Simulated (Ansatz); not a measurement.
**Bands of BiRh**

```
Bi Rh
1.0
     4.09400    0.00000    0.00000
    -2.04700    3.54551    0.00000
     0.00000    0.00000    5.66300
Bi Rh
2 2
Direct
  0.33333 0.66667 0.25000
  0.66667 0.33333 0.75000
  0.00000 0.00000 0.00000
  0.00000 0.00000 0.50000
```

Atom numbers follow the list: Bi1, Bi2, Rh3, Rh4.

The cell comes from COD entry 9008914, which wasn't checked; take it as a given geometry.

Spin–orbit coupling is left out, though it moves levels of the heavy atoms by tenths of an eV or more.

All numbers below come from DFT, LDA, all-electron LAPW, scalar-relativistic (Ansatz 0.2.0).

Settings: a Γ-centred 12×12×7 k mesh, Fermi–Dirac smearing of 0.03 eV, basis error target 1 meV/atom, no spin polarisation.

Points in fractions of the reciprocal vectors of this cell: Γ (0, 0, 0), M (0.5, 0, 0), K (0.333, 0.333, 0), A (0, 0, 0.5), L (0.5, 0, 0.5), H (0.333, 0.333, 0.5). The path runs Γ–M–K–Γ–A–L–H–A–L. Energies are in eV from the Fermi level; (×n) counts levels within 4 meV of each other, which need not be degenerate by symmetry.

Problem. Metal or insulator at this level of theory?

Solution. No gap opens: metallic or semimetallic.

Problem. Tabulate bands 62 to 67, counted from the lowest band of the run, along the path.

Solution. 
```
k (1/Å)  point  band 62  band 63  band 64  band 65  band 66  band 67
   0.00      Γ    -0.99     1.32     1.32     1.36     3.28     3.43
   0.13           -0.99     0.84     1.22     1.33     3.13     3.36
   0.25           -0.98    -0.05     0.91     1.22     2.56     3.51
   0.38           -0.97    -0.79     0.41     1.00     1.86     3.53
   0.51           -1.11    -0.95    -0.18     0.61     1.17     3.35
   0.63           -1.14    -0.94    -0.79     0.04     0.59     3.10
   0.76           -1.37    -1.16    -0.93    -0.62     0.19     2.93
   0.89      M    -1.63    -1.17    -0.99    -0.92     0.06     2.88
   0.96           -1.52    -1.17    -0.99    -0.92     0.14     2.83
   1.03           -1.28    -1.16    -0.99    -0.94     0.35     2.67
   1.11           -1.14    -0.98    -0.97    -0.95     0.60     2.39
   1.18           -1.12    -0.98    -0.97    -0.62     0.83     1.99
   1.25           -1.10    -1.00    -0.98    -0.24     1.02     1.52
   1.32           -1.07    -1.02    -0.97     0.16     1.03     1.16
   1.40      K    -1.05    -1.05    -0.96     0.57     0.57     1.28
   1.54           -1.09    -1.07    -1.00     0.04     1.42     1.44
   1.69           -1.11    -1.01    -0.98     0.17     1.75     1.98
   1.84           -1.11    -0.97    -0.54     0.55     2.16     2.47
   1.98           -1.08    -0.97     0.06     0.92     2.72     2.79
   2.13           -0.98    -0.33     0.70     1.18     2.83     3.53
   2.27           -0.99     0.71     1.18     1.32     3.09     3.38
   2.42      Γ    -0.99     1.32     1.32     1.36     3.28     3.43
   2.50           -1.04     1.26     1.41     1.41     3.00     3.52
   2.58           -1.17     0.98     1.64     1.64     2.39     3.76
   2.66           -1.34     0.62     1.71     1.96     1.96     4.09
   2.74           -1.51     0.25     1.04     2.32     2.32     4.20
   2.82           -1.69    -0.08     0.43     2.70     2.70     3.99
   2.90           -1.87    -0.30    -0.05     3.07     3.07     3.73
   2.98      A    -2.04    -0.30    -0.30     3.42     3.42     3.42
   3.10           -2.03    -0.18    -0.18     3.01     3.01     3.29
   3.23           -2.01     0.09     0.09     2.24     2.24     2.96
   3.36           -1.96     0.19     0.19     1.69     1.69     2.56
   3.48           -1.89    -0.25    -0.25     1.80     1.80     2.17
   3.61           -1.81    -0.83    -0.83     1.83     1.83     2.17
   3.74           -1.74    -1.29    -1.29     1.61     1.61     2.47
   3.86      L    -1.71    -1.48    -1.48     1.53     1.53     2.58
   3.93           -1.70    -1.48    -1.48     1.26     1.26     2.88
   4.01           -1.68    -1.46    -1.46     0.79     0.79     3.42
   4.08           -1.70    -1.38    -1.38     0.35     0.35     3.94
   4.15           -1.76    -1.27    -1.27    -0.01    -0.01     4.36
   4.23           -1.84    -1.14    -1.14    -0.29    -0.29     4.65
   4.30           -1.92    -1.02    -1.02    -0.48    -0.48     4.83
   4.37      H    -1.97    -0.96    -0.96    -0.56    -0.56     4.90
   4.52           -1.79    -1.09    -1.09    -0.36    -0.36     4.60
   4.67           -1.65    -0.95    -0.95    -0.05    -0.05     3.92
   4.81           -1.79    -0.24    -0.24     0.28     0.28     3.21
   4.96           -1.94     0.33     0.33     0.87     0.87     2.79
   5.10           -2.00     0.18     0.18     1.91     1.91     2.88
   5.25           -2.03    -0.15    -0.15     2.90     2.90     3.24
   5.40      A    -2.04    -0.30    -0.30     3.42     3.42     3.42
```
